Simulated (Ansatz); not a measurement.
InPt3, DFT, PBEsol, PAW with Ansatz's default frozen-core files, scalar-relativistic (Ansatz 0.2.0), run on 1 thread of Arm Neoverse V2 on a shared host.

The cell is COD entry 9009698, as deposited and not checked against the literature; nothing was relaxed.

Command: `ansatz run input.yaml --threads 1 --pin off --max-ram 4096MiB --backend cpu --events-out ev --progress --plain --runs-dir out`

```yaml
crystal:
  lattice:
    - [3.988, 0.0, 0.0]
    - [0.0, 3.988, 0.0]
    - [0.0, 0.0, 3.988]
  atoms:
    - { symbol: In, position: [0.0, 0.0, 0.0] }
    - { symbol: Pt, position: [0.5, 0.5, 0.0] }
    - { symbol: Pt, position: [0.0, 0.5, 0.5] }
    - { symbol: Pt, position: [0.5, 0.0, 0.5] }
kpoints:
  mp_grid: { grid: [10, 10, 10] }
  band_path:
    path:
      - [0.0, 0.0, 0.0]
      - [0.0, 0.5, 0.0]
      - [0.5, 0.5, 0.0]
      - [0.0, 0.0, 0.0]
      - [0.5, 0.5, 0.5]
      - [0.0, 0.5, 0.0]
      - [0.5, 0.5, 0.5]
      - [0.5, 0.5, 0.0]
    npoints: 14
scf:
  occupations: { method: fermi_dirac, width: 0.05 }
hamiltonian:
  xc: pbesol
  pseudopotentials: { kind: paw }
output:
  forces: true
  stress: true
  eigenvalues: true
  efg: { contact_densities: true }
  populations: true
  bader: true
  dos: { projected: true, de: 0.2, e_range: [-14, 8] }
  write_density: true
  write_potential: true
  elf: true
  volumetric_format: npy
```

(1) How large is the problem that the program sets up?

(2) Estimate the wall time and the peak memory.

(3) And the same cell and mesh by LAPW (all electrons), asked for forces, stress, eigenvalues, populations, dos and the same band path, on the same hardware?

(4) And the same cell and mesh by crystal-made all-electron datasets, asked for forces, stress, eigenvalues, efg and the same band path, on the same hardware?

Answers

(1) 56 irreducible k-points, 1237 plane waves at Γ, 41 bands.

(2) 30 s of wall time for 7 SCF iterations, with a peak of 0.47 GiB. Times on shared machines scatter by tens of per cent.

(3) 3.1 min, peak memory 1.1 GiB.

(4) 33 s, peak memory 0.81 GiB.
